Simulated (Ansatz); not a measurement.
Theory: DFT PBE, scalar-relativistic, plane waves, PAW in Ansatz. All cells share a 420 eV cutoff and Γ-centred k meshes spaced at most about 0.3 Å⁻¹ (about 0.25 or finer for metals, 2π included). No spin polarisation in the final relaxations.

Temperature and zero-point effects are left out. All come from trial cells, and lower structures may exist.

Question: Order these relaxed structures of IrRu₂ by energy, lowest first, with the energy over the lowest of them.
A. Space group P-3m1 (No. 164), trigonal, a = 2.706 Å, c = 6.641 Å. Around Ru lie 9 Ru at 2.66–2.71 Å and 3 Ir at 2.74 Å; around Ir lie 6 Ir at 2.71 Å and 6 Ru at 2.74 Å.
B. Space group Fm-3m (No. 225), cubic, a = 5.871 Å. Around Ru lie 4 Ir at 2.54 Å and 6 Ru at 2.94 Å; around Ir lie 8 Ru at 2.54 Å.
C. Space group P6/mmm (No. 191), hexagonal, a = 4.598 Å, c = 2.517 Å. Around Ru lie 5 Ru at 2.52–2.65 Å and 3 Ir at 2.65 Å; Ir is surrounded by 2 Ir at 2.52 Å and 6 Ru at 2.65 Å.

Answer: A (0 meV/atom), B (724 meV/atom), C (742 meV/atom). Forms: A Ru and Ir ordered on fcc sites, P-3m1; B fluorite type, Fm-3m; C P6/mmm. Counting all near atoms (those within 1.25 times the shortest distance at each site; a plus sign parts nearer from farther groups): A has Ru 12, Ir 12; B has Ru 4+6, Ir 8; C has Ru 8, Ir 8.

Spin–orbit coupling, which can matter for Ir, is left out. With atoms moved at random, P-3m1 came back. Other cells relaxed within their symmetry can be saddle points. Some candidate types were left out of the draw beforehand, so a known form may be missing.
